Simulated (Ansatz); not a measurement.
A generator proposed this cell of TiInP.

```
CELL_PARAMETERS angstrom
4.13007 0.00000 0.00000
-2.06503 3.57674 0.00000
0.00000 0.00000 5.01046
ATOMIC_POSITIONS crystal
Ti 0.66667 0.33333 0.50000
In 0.00000 0.00000 0.00000
P 0.33333 0.66667 0.50000
```

Computed with DFT PBE, scalar-relativistic, plane waves, PAW in Ansatz. Plane waves to 420 eV, a k mesh through Γ of 6×6×4 on the computed 3-atom cell and Gaussian smearing (0.10 eV); no spin polarisation.

Formation energies are uncorrected and refer to the elements' standard structures at the same level. The references include black phosphorus.

Question: How far from equilibrium is it?

Answer: The pressure is -3.9 GPa (the mean over three directions, positive in compression), the largest force is 0.00 eV/Å (symmetry fixes the atoms), and the energy is −0.11 eV/atom against the elements. The shortest distance is 2.38 Å.

Question: How much does it gain on relaxing, and where does it end?

Answer: Relaxing gains about 0.15 eV/atom (the start's value is from the coarse mesh, so the gain is rough) in 10 ionic steps and ends at −0.27 eV/atom on the finer mesh. The symmetry stays P-6m2 (No. 187). The volume per atom shrinks by 19.1 %, from 24.7 to 20.0 Å³. The shortest distance goes from 2.38 Å (Ti–P) to 2.39 Å (Ti–P). The ratio c/a of the conventional cell changes by a factor of 0.80. Conventional cell: a = 4.145 Å, c = 4.026 Å. Ti has 3 P at 2.39 Å and 6 In at 3.13 Å; around In lie 6 P at 3.13 Å and 6 Ti at 3.13 Å; around P lie 3 Ti at 2.39 Å and 6 In at 3.13 Å.

The last run used a 12×12×12 mesh for its 3-atom cell and Gaussian smearing of 0.10 eV. The reference form of P is held partly by dispersion forces, which this level lacks. The relaxation can't lower the symmetry of the start. A structure relaxed within its symmetry needn't be a true minimum.
